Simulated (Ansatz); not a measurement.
CaTiO₃:
```
CaTiO3
1.0
    3.80358     0.00000     0.00000
    0.00000     3.80358     0.00000
    0.00000     0.00000     3.80358
Ca Ti O
1 1 3
Cartesian
  1.90179   1.90179   1.90179
  0.00000   0.00000   0.00000
  0.00000   0.00000   1.90179
  0.00000   1.90179   0.00000
  1.90179   0.00000   0.00000
```

x, y and z are the axes in which the lattice vectors are written.

**Question.** Give the high-frequency dielectric tensor and the Born effective charge tensors of the independent atoms from DFPT, LDA (plane waves, PAW; program Ansatz).

**Answer.** 
ε∞:
```
6.28  0.00  0.00
0.00  6.28  0.00
0.00  0.00  6.28
```
Z* of atom 1 (Ca), rows: field, columns: displacement, in e:
```
2.58  0.00  0.00
0.00  2.58  0.00
0.00  0.00  2.58
```
Z* of atom 2 (Ti), rows: field, columns: displacement, in e:
```
7.28  0.00  0.00
0.00  7.28  0.00
0.00  0.00  7.28
```
Z* of atom 3 (O), rows: field, columns: displacement, in e:
```
-2.05   0.00   0.00
 0.00  -2.05   0.00
 0.00   0.00  -5.76
```

Space group Pm-3m (cubic perovskite). The workflow started from an entry of the Crystallography Open Database (COD), which files this formula under 5 space groups. Its standing as an ambient phase is unchecked. Symmetry was held in the LDA relaxation. At this level the phase is dynamically unstable (imaginary phonons). The run is not spin-polarised.

Potentials: the later of the program's two PAW sets.
